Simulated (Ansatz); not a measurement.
This cell of Hf (hcp, Mg type) is off equilibrium:

```
Hf
1.0
    3.13252     0.00000     0.00000
   -1.56626     2.71285     0.00000
    0.00000     0.00000     4.95792
Hf
2
Direct
  0.33333   0.66667   0.75000
  0.66667   0.33333   0.25000
```

Level of theory: PBEsol (plane waves to 420 eV, PAW, scalar-relativistic; Ansatz, an electronic-structure program). k mesh 17×17×9 (Γ-centred), Fermi-Dirac smearing 0.05 eV. E stands for the smeared free energy. Stress and pressure are positive under compression. Hf is run without spin polarisation. Hf was relaxed with its symmetry unable to fall. Spin-orbit coupling is left out, though Hf is heavy.

### Question
Give the stress tensor in GPa and the pressure.

### Answer
```
    3.0      0.0      0.0
    0.0      3.0      0.0
    0.0      0.0      3.1
```
The pressure, a third of the trace, is 3.0 GPa.

### Question
It is the relaxed cell scaled evenly to V/V₀ = 0.975, atoms relaxed where free. What is its energy relative to the relaxed cell?

### Answer
5 meV/atom.

(A scan under strain: stresses follow from slopes of the energy per volume, elastic moduli from its curvatures.)
